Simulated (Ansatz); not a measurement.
TePt (NiAs type, P6_3/mmc) under volume change, r²SCAN in the plane-wave PAW code Ansatz, shape and atoms relaxed at each volume.

```tsv
V (Å³/atom)	E − E(relaxed) (meV/atom)	P (GPa)
19.927	85.9	15.38
20.584	35.7	9.28
21.241	8.4	4.21
21.898	0.0	0.00
22.555	7.4	-3.51
23.212	28.0	-6.44
23.869	59.5	-8.87
```

### Question
What does a third-order Birch–Murnaghan fit give for V₀, B₀ and B′?

### Answer
V₀ = 21.90 Å³/atom, B₀ = 128 GPa, B′ = 5.1.

The workflow started from an entry of the Crystallography Open Database (COD), which files this formula under 2 space groups. Whether it is the stable phase at ambient conditions was not checked. Symmetry was held in the r²SCAN relaxation; its stability against distortions is not shown here. No spin polarisation was allowed. Spin–orbit coupling is left out wherever it is not named.

Potentials: the later of the program's two PAW sets.
